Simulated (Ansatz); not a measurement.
## Data sheet: TiSi2 (DFT)

TiSi₂:
```
CELL_PARAMETERS angstrom
      1.75756    -6.67224     0.00000
      1.75756     6.67224     0.00000
      0.00000     0.00000     3.55700
ATOMIC_POSITIONS crystal
  Ti 0.89755 0.10245 0.75000
  Ti 0.10245 0.89755 0.25000
  Si 0.56007 0.43993 0.75000
  Si 0.43993 0.56007 0.25000
  Si 0.24964 0.75036 0.75000
  Si 0.75036 0.24964 0.25000
```

Space group Cmcm (No. 63); conventional cell a = 3.5151 Å, b = 13.3445 Å, c = 3.5570 Å, α = 90.00°, β = 90.00°, γ = 90.00°.

Method: PBEsol (plane waves, PAW; program Ansatz). The cell and atoms are relaxed at this level. Other levels are named where they apply.

Cell and energy:

- Volume per atom: 13.90 Å³
- Density: 4.14 g/cm³
- Formation energy from the elements (no fitted shifts): -0.67 eV/atom

Electronic structure:

- Electronic character = metallic (no gap)
- Density of states at the Fermi level = 0.25 states/eV per atom (mean over ±0.08 eV)

Mechanics:

Bulk modulus (Birch–Murnaghan fit): 137 GPa
Pressure derivative B′: 4.3

Phonons:

- Highest zone-centre frequency = 465 cm^-1
- Zone-centre stability = no imaginary mode at Γ

Symmetry was held in the PBEsol relaxation. The run is not spin-polarised. As this level gives no gap, phonon frequencies hold no LO–TO term and depend on the k-mesh and smearing (Fermi–Dirac, 0.1 eV here). The references are the lowest solids computed at this level, not always the standard phases.

Potentials: the earlier of the program's two PAW sets. The files were generated under PBE; for other functionals the program regenerates the frozen cores, and for LDA and PBEsol the local potential too.
